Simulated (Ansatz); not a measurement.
SnO (litharge type, space group P4/nmm)

```yaml
crystal:
  lattice:
    - [3.77006, 0.00000, 0.00000]
    - [0.00000, 3.77006, 0.00000]
    - [0.00000, 0.00000, 4.55986]
  atoms:
    - { symbol: Sn, position: [0.50000, 0.00000, 0.25348] }
    - { symbol: Sn, position: [0.00000, 0.50000, 0.74652] }
    - { symbol: O, position: [0.00000, 0.00000, 0.00000] }
    - { symbol: O, position: [0.50000, 0.50000, 0.00000] }
```

The slice is a (0 -1 1) plane (indices of the conventional cell) through the point (0.500, 0.000, 0.254) (fractional), spanned by u = [100] and v = [011] in vectors of this cell: u (3.77 Å) and v (5.92 Å, at 90° to u). It covers one period; positions are fractions (u, v).

These are PBEsol-D3(BJ) (plane waves to 420 eV, PAW, scalar-relativistic; Ansatz, a first-principles code) values and carry that method's errors. k mesh 12×12×10. Inside the PAW spheres the values are not all-electron values, and peaks at nuclei hang on which shells count as valence. SnO was relaxed with its symmetry unable to fall.

Question: Predict the map of the electrostatic potential energy of an electron, from the cell's mean on the slice.

Answer: 
```
|xxxxx  =#%%%#=  xxxx|
|xxxxx  +#%%%#+  xxxx|
|xxxx  -+xxxxx+-  xxx|
|xxx  .=*xxxxx*=.  xx|
|     =*#xxxxx#*=    |
|   :=*##xxxxx##*=:  |
|-==*#%%%#xxx#%%%#*==|
|++*%%%%%#***#%%%%%*+|
|xx#%%%#*+=-=+*#%%%#x|
|xxx#%#+-     -+#%#xx|
|xxx#*=.       .=*#xx|
|xxx*+.  xxxxx  .+*xx|
|xxx+-  xxxxxxx  -+xx|
|xx#+. xxxxxxxxx .+#x|
|%%#+  xxxxxxxxx  +#%|
|@@#=  xxxxxxxxx  =#@|
|@@#=  xxxxxxxxx  =#@|
|@@%+  xxxxxxxxx  +%@|
|@@%*:  xxxxxxx  :*%@|
|@@%#=   xxxxx   =#%@|
|@@@%*=         =*%@@|
|@@@%%*=:     :=*%%@@|
|@@@%%%#*+===+*#%%%@@|
|##%%%%%%#####%%%%%%#|
|==+*#%%%@@@@@%%%#*+=|
|   -+*%%@@@@@%%*+-  |
|    .=*%@@@@@%*=.   |
|xxx  .+#@@@@@#+.  xx|
|xxxx  -*%@@@%*-  xxx|
|xxxxx  +%@@@%+  xxxx|
|xxxxx  =#@@@#=  xxxx|
|xxxxx  =#@@@#=  xxxx|
```
Scale: ten equal steps from -3.00 (start of ' ') to 5.57 (end of '@'), in the order ' .:-=+*#%@'. Values: electrostatic potential energy of an electron, from the cell's mean, in eV. The map has 20 points along u (one character each, u = 0 at the left) and 32 along v (v = 0 in the bottom row). Points within 0.9 Å of a nucleus are blanked (x), as the pseudised field means little there. Values under -3 eV are set to -3. The zero, the cell's mean, hangs on the PAW cores.
